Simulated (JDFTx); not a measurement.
System: TiO2(100) (P4_2/mnm bulk; lattice of mp-2657, not re-optimised at this level), 1x1 cell of 12 atoms in 12 planes (O outermost, slab composition Ti4O8), area 13.61 Å² a face, 8.7 Å between the outermost planes in a cell 24.7 Å high; k mesh 6×4×1, Fermi width 0.003 Ha, no spin polarisation. Whether this polymorph is the ambient one wasn't checked. Neither spin polarisation nor a larger cell was tried.

Method: PBE, GBRV ultrasoft potentials, plane waves to 20/100 Ha, in a modified build of JDFTx. Vacuum. The outer atoms relax from bulk positions, keeping the cell's symmetry; the lattice is not PBE's own optimum in this code, and that strain can shift the moves by a few hundredths of an ångström. Input:

```
lattice \
  5.5920964453 0.0000000000 0.0000000000 \
  0.0000000000 8.6924378171 0.0000000000 \
  0.0000000000 0.0000000000 46.6762352783
coords-type Lattice
ion O 0.5000000000 0.3043200000 -0.1761124170 1
ion O 0.5000000000 0.6956800000 -0.1032300930 1
ion O 0.0000000000 0.1956800000 -0.0829982470 1
ion O 0.0000000000 0.8043200000 -0.0101159230 0
ion O 0.5000000000 0.3043200000 0.0101159230 0
ion O 0.5000000000 0.6956800000 0.0829982470 1
ion O 0.0000000000 0.1956800000 0.1032300930 1
ion O 0.0000000000 0.8043200000 0.1761124170 1
ion Ti 0.0000000000 0.5000000000 -0.1396712550 1
ion Ti 0.5000000000 0.0000000000 -0.0465570850 0
ion Ti 0.0000000000 0.5000000000 0.0465570850 0
ion Ti 0.5000000000 0.0000000000 0.1396712550 1
ion-species pseudo/o_pbe_v1.2.upf
ion-species pseudo/ti_pbe_v1.4.upf
elec-cutoff 20 100
elec-ex-corr gga-PBE
coulomb-interaction Slab 001
coulomb-truncation-embed 0 0 0
kpoint-folding 6 4 1
elec-smearing Fermi 0.003
lcao-params 10
elec-n-bands 56
converge-empty-states yes
electronic-scf nIterations 100 energyDiffThreshold 1e-07
ionic-minimize nIterations 10 energyDiffThreshold 1e-5 knormThreshold 4e-4
dump-name vac.$VAR
dump End State Ecomponents EigStats BandEigs Forces ElecDensity IonicPositions Fillings Kpoints Dtot
```

### Question
How far do the free atoms of the upper face move along the normal, and how much energy is released?

### Answer
O (atom 8) 0.08 Å, Ti (atom 12) -0.02 Å, O (atom 7) 0.08 Å, O (atom 6) -0.01 Å (positive: outward). The free energy falls by 1.256 eV per cell, 739 mJ/m².
